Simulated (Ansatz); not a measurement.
KBr (rock salt)

```xyz
2
Lattice="0.0000 3.2748 3.2748 3.2748 0.0000 3.2748 3.2748 3.2748 0.0000" Properties=species:S:1:pos:R:3 pbc="T T T"
Br     0.0000     0.0000     0.0000
K      3.2748     3.2748     3.2748
```

Scan: atom 1 (Br, nearest neighbour K at 3.275 Å; its periodic images, 4.6 Å or more away, move with it) is displaced along Cartesian [111], direction (0.577, 0.577, 0.577) in Cartesian axes, by s. The other atoms stay.

The numbers are results of PBEsol (plane waves to 420 eV, PAW, scalar-relativistic; Ansatz, a first-principles code), not measurements. k mesh 7×7×7 (Γ-centred), Fermi-Dirac smearing 0.05 eV. E stands for the smeared free energy. KBr was relaxed with its symmetry unable to fall. The zero of ΔE is the undisplaced structure.

```json
[
 {"s (Å)": "-0.650", "ΔE (meV/cell)": "251.0"},
 {"s (Å)": "-0.520", "ΔE (meV/cell)": "161.9"},
 {"s (Å)": "-0.390", "ΔE (meV/cell)": "91.4"},
 {"s (Å)": "-0.260", "ΔE (meV/cell)": "40.7"},
 {"s (Å)": "-0.130", "ΔE (meV/cell)": "10.2"},
 {"s (Å)": "0.000", "ΔE (meV/cell)": "0.0"},
 {"s (Å)": "0.130", "ΔE (meV/cell)": "10.2"},
 {"s (Å)": "0.260", "ΔE (meV/cell)": "40.7"},
 {"s (Å)": "0.390", "ΔE (meV/cell)": "91.4"},
 {"s (Å)": "0.520", "ΔE (meV/cell)": "161.9"},
 {"s (Å)": "0.650", "ΔE (meV/cell)": "251.0"}
]
```

Question: What force constant k = d²E/ds² at s = 0 does the table give?

Answer: 1.2 eV/Å². It is the second difference of the nearest points, corrected with the next pair.

Question: With k = 1.20 eV/Å² from the forces, is the well harmonic out to s = 0.650 Å?

Answer: ½ks² = 254.4 meV/cell against the computed 251.0 meV/cell, so the well is close to harmonic there.

(For displaced atoms, the force is minus the slope of the energy, and its curvature is a force constant, which sets phonon frequencies.)
